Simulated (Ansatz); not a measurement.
# MgV2PbO2F8 — contact hyperfine fields

Cell: a Materials Project structure (computed, not necessarily an observed phase), its atoms then relaxed with PBE in this cell.

```
Mg V Pb O F
1.0
     5.47101    0.00000    0.00000
    -2.67485    6.07410    0.00000
    -0.75668   -2.51205    7.30068
Mg V Pb O F
1 2 1 2 8
Direct
  0.00000 0.00000 0.50000
  0.38834 0.70934 0.28482
  0.61166 0.29066 0.71518
  0.00000 0.00000 0.00000
  0.28577 0.43607 0.18186
  0.71423 0.56393 0.81814
  0.27717 0.83369 0.11616
  0.72283 0.16631 0.88384
  0.76024 0.89432 0.24775
  0.23976 0.10568 0.75225
  0.62256 0.79408 0.51936
  0.37744 0.20592 0.48064
  0.11827 0.74476 0.41014
  0.88173 0.25524 0.58986
```

Atoms are numbered from 1 in the order listed; like atoms form one site, named after its first atom.

Computed with Ansatz: DFT, PBE+U (U = 2.1 eV on V d), plane waves and PAW, scalar-relativistic, collinear spin, 420 eV cutoff, Γ-centred 4×4×3 k-points, Fermi–Dirac smearing 0.02 eV. Start moments as typed (μB): 0 1 -1 0 0 0 0 0 0 0 0 0 0 0 by atom.

B_c = (2μ₀/3)μB(ρ↑ − ρ↓), with the spin density averaged over the Thomson radius around the nucleus, 7.77 T per e/Å³, positive along the up direction of the run. The valence column is what the valence and semicore waves of the PAW files give as listed; the rest comes from solving these waves and the inner shells again in each spin's potential.

(1) Give the site moments and the Fermi-contact fields.

Results:

(1) The cell's net moment is 0.00 μB. One atom of each set is listed; on V, O and F9 some atoms of the set carry the same values with the opposite sign.

```csv
site,atom,m (μB),B_c (T),valence column (T),rest (T)
Mg,1,0.00,0.0,0.0,0.0
V,2,0.70,-10.6,3.2,-13.8
Pb,4,0.00,0.0,0.0,0.0
O,5,-0.08,-0.6,-1.8,1.2
F7,7,0.01,0.1,0.2,-0.1
F9,9,0.00,-0.1,-0.1,0.0
F11,11,0.01,0.0,0.1,-0.1
F13,13,0.01,-0.1,0.1,-0.1
```

The magnetic order is the one that the run reached from its start moments, not necessarily the measured one. Semilocal functionals underestimate core polarisation, so for a given moment the contact field on a magnetic ion comes out too small, by up to a factor of two. Orbital and dipolar fields are left out; they are small for half-filled shells and for d³ or d⁸ ions in regular octahedra, but can rival the contact field on other open-shell ions. The positions come from a relaxation that may have had another order of the moments. Fields under about 2 T can be off by more than a tenth. The zeros on Mg and Pb can come from up and down neighbours that cancel in this order.
